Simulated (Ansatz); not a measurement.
ZrAl:
```
CELL_PARAMETERS angstrom
      1.65690    -5.42645     0.00000
      1.65690     5.42645     0.00000
      0.00000     0.00000     4.27072
ATOMIC_POSITIONS crystal
  Zr 0.16028 0.83972 0.75000
  Zr 0.83972 0.16028 0.25000
  Al 0.42881 0.57119 0.75000
  Al 0.57119 0.42881 0.25000
```

Relaxed with PBEsol.

Question: Which orbitals make up the states near the Fermi level in plane-wave PAW PBEsol (Ansatz code)?

Answer: Within 0.5 eV of the Fermi level: Zr 4d 74 %, Al 3p 17 %. Projections are on Löwdin-orthogonalised atomic valence shells; empty p or d shells of many metals are not among them.

Question: Tabulate the density of states.

Answer: States/eV per cell of 4 atoms, in 0.25 eV bins, energy from the Fermi level.

| E (eV) | total | Zr 4d | Al 3p | Al 3s |
|---|---|---|---|---|
| -7.85 | 0.33 | 0.00 | 0.04 | 0.14 |
| -7.60 | 0.50 | 0.01 | 0.08 | 0.22 |
| -7.35 | 0.64 | 0.02 | 0.12 | 0.29 |
| -7.10 | 0.67 | 0.04 | 0.15 | 0.29 |
| -6.85 | 0.70 | 0.05 | 0.17 | 0.30 |
| -6.60 | 0.73 | 0.07 | 0.19 | 0.32 |
| -6.35 | 0.81 | 0.10 | 0.22 | 0.35 |
| -6.10 | 0.83 | 0.12 | 0.22 | 0.37 |
| -5.85 | 1.03 | 0.20 | 0.24 | 0.49 |
| -5.60 | 0.97 | 0.21 | 0.24 | 0.43 |
| -5.35 | 0.93 | 0.21 | 0.26 | 0.35 |
| -5.10 | 0.98 | 0.23 | 0.27 | 0.34 |
| -4.85 | 1.12 | 0.28 | 0.31 | 0.38 |
| -4.60 | 1.47 | 0.45 | 0.36 | 0.49 |
| -4.35 | 1.11 | 0.39 | 0.27 | 0.34 |
| -4.10 | 0.92 | 0.33 | 0.25 | 0.24 |
| -3.85 | 1.31 | 0.42 | 0.49 | 0.21 |
| -3.60 | 1.13 | 0.35 | 0.45 | 0.15 |
| -3.35 | 0.53 | 0.13 | 0.24 | 0.05 |
| -3.10 | 0.79 | 0.21 | 0.36 | 0.07 |
| -2.85 | 1.46 | 0.45 | 0.66 | 0.13 |
| -2.60 | 2.23 | 0.77 | 0.99 | 0.17 |
| -2.35 | 2.35 | 0.90 | 1.02 | 0.13 |
| -2.10 | 2.77 | 1.29 | 1.09 | 0.13 |
| -1.85 | 3.27 | 1.63 | 1.32 | 0.10 |
| -1.60 | 3.19 | 1.50 | 1.45 | 0.07 |
| -1.35 | 3.69 | 2.08 | 1.38 | 0.08 |
| -1.10 | 3.62 | 2.18 | 1.20 | 0.05 |
| -0.85 | 2.84 | 1.76 | 0.89 | 0.03 |
| -0.60 | 3.69 | 2.51 | 0.86 | 0.04 |
| -0.35 | 5.32 | 3.76 | 1.02 | 0.12 |
| -0.10 | 4.22 | 3.24 | 0.67 | 0.07 |
| 0.15 | 1.82 | 1.45 | 0.27 | 0.03 |
| 0.40 | 1.58 | 1.26 | 0.24 | 0.03 |
| 0.65 | 1.87 | 1.49 | 0.27 | 0.03 |
| 0.90 | 2.31 | 1.83 | 0.35 | 0.04 |
| 1.15 | 2.32 | 1.88 | 0.30 | 0.03 |
| 1.40 | 2.41 | 1.99 | 0.27 | 0.03 |
| 1.65 | 2.69 | 2.25 | 0.29 | 0.03 |
| 1.90 | 3.20 | 2.62 | 0.34 | 0.05 |
| 2.15 | 3.28 | 2.66 | 0.35 | 0.07 |
| 2.40 | 4.34 | 3.54 | 0.48 | 0.08 |
| 2.65 | 3.95 | 3.20 | 0.50 | 0.07 |
| 2.90 | 3.89 | 2.99 | 0.45 | 0.12 |
| 3.15 | 3.27 | 2.33 | 0.37 | 0.17 |
| 3.40 | 2.79 | 1.98 | 0.36 | 0.13 |
| 3.65 | 2.58 | 1.74 | 0.37 | 0.17 |
| 3.90 | 2.82 | 1.71 | 0.48 | 0.28 |
| 4.15 | 2.75 | 1.47 | 0.53 | 0.37 |

Space group Cmcm. The first step of the workflow began from a Materials Project structure, measured or hypothetical; the Crystallography Open Database copy checked does not list it. Its standing as an ambient phase is unchecked. The cell was relaxed with PBEsol under the symmetry of its start; its stability against distortions is not shown here. No spin polarisation was allowed. Scalar-relativistic: spin–orbit coupling is off unless named, which matters more the heavier the elements.

Potentials: the later of the program's two PAW sets.
